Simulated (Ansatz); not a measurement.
Consider the following.

SiGeC2:
```yaml
crystal:
  lattice:
    - [3.15623, 0.00000, 0.00000]
    - [0.00000, 3.15623, 0.00000]
    - [0.00000, 0.00000, 4.45624]
  atoms:
    - { symbol: Si, position: [0.00000, 0.00000, 0.00000] }
    - { symbol: C, position: [0.50000, 0.00000, 0.23628] }
    - { symbol: Ge, position: [0.50000, 0.50000, 0.50000] }
    - { symbol: C, position: [0.00000, 0.50000, 0.76372] }
```

This is the r²SCAN-relaxed structure. Cartesian axes are those of the cell as given.

Q: All from DFT-r²SCAN in the program Ansatz with PAW potentials, unless another level is named. Predict the hole effective mass, band 2 of 2 at the edge.

A: 0.19 along x, 0.49 along z (mₑ).

Q: And the valence-band maximum?

A: at Γ.

Q: What about the conduction-band minimum?

A: at M.

Space group P-4m2. The start of the workflow was typed in or built on a structure type; neither database checked (COD, Materials Project) lists it. Its standing as an ambient phase is unchecked. The cell was relaxed with r²SCAN under the symmetry of its start; its stability against distortions is not shown here. Scalar-relativistic: spin–orbit coupling is off unless named, which matters more the heavier the elements.

Potentials: the earlier of the program's two PAW sets.

Edges and masses are those of Kohn–Sham bands, whose gap is no quasiparticle gap.
